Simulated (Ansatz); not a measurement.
## Structure search: one Al4Co candidate

Method: Ansatz, DFT PBE, scalar-relativistic, plane waves, PAW. Cutoff 420 eV, Gaussian smearing, Γ-centred meshes. Cell and atoms relax first on a coarse mesh, the cell is then made exact in the group found at 0.06 to 0.08 Å, and last on a converged mesh; the steps can't lower the symmetry of their start. Collinear spin, starting moments Co 3.0 μB.

The guess for Al4Co was proposed by analogy with related compounds (I4/m, No. 87). Its size is a guess.

Space group I4/m (No. 87). a = 6.035 Å, b = 6.035 Å, c = 3.817 Å, α = 90.00°, β = 90.00°, γ = 90.00°
```
atom  site  symmetry       x       y       z
  Al    8h       m.. 0.2000  0.4000  0.0000
  Co    2a     4/m.. 0.0000  0.0000  0.0000
```

The zero of energy is the elements' standard structures at the same level; no fitted shifts are applied.

Question: Where does the relaxation end?

Answer: The symmetry stays I4/m (No. 87). The volume per atom grows by 2.3 %, from 13.9 to 14.2 Å³. The shortest distance goes from 2.70 Å (Al–Co and Al–Al) to 2.65 Å (Al–Al). Conventional cell: a = 6.114 Å, c = 3.803 Å. Al has 9 Al at 2.65–2.82 Å and 3 Co at 2.70–2.72 Å; Co is surrounded by 12 Al at 2.70–2.72 Å.

```
CELL_PARAMETERS angstrom
-3.05718 3.05718 1.90167
3.05718 -3.05718 1.90167
3.05718 3.05718 -1.90167
ATOMIC_POSITIONS crystal
Al 0.60548 0.20464 0.81012
Al 0.39452 0.79536 0.18988
Al 0.79536 0.60548 0.40085
Al 0.20464 0.39452 0.59915
Co 0.00000 0.00000 0.00000
```

Question: How does it come out in energy, and is it a metal?

Answer:

| Quantity | Value |
| --- | --- |
| Formation energy | −0.16 eV/atom |
| Gap on the 10×10×10 mesh of the 5-atom cell | 0 eV (a metal) |
| Net moment per atom | 0.00 μB |
| Moment by site | all under 0.1 μB |

The last run used collinear spin and Gaussian smearing of 0.10 eV. A structure relaxed within its symmetry needn't be a true minimum. Another cell of the same search, in P4/nmm, lies 64 meV/atom lower, so this cell isn't the stable form at this level. Site moments count only spheres around the atoms; the net moment includes the space between them.
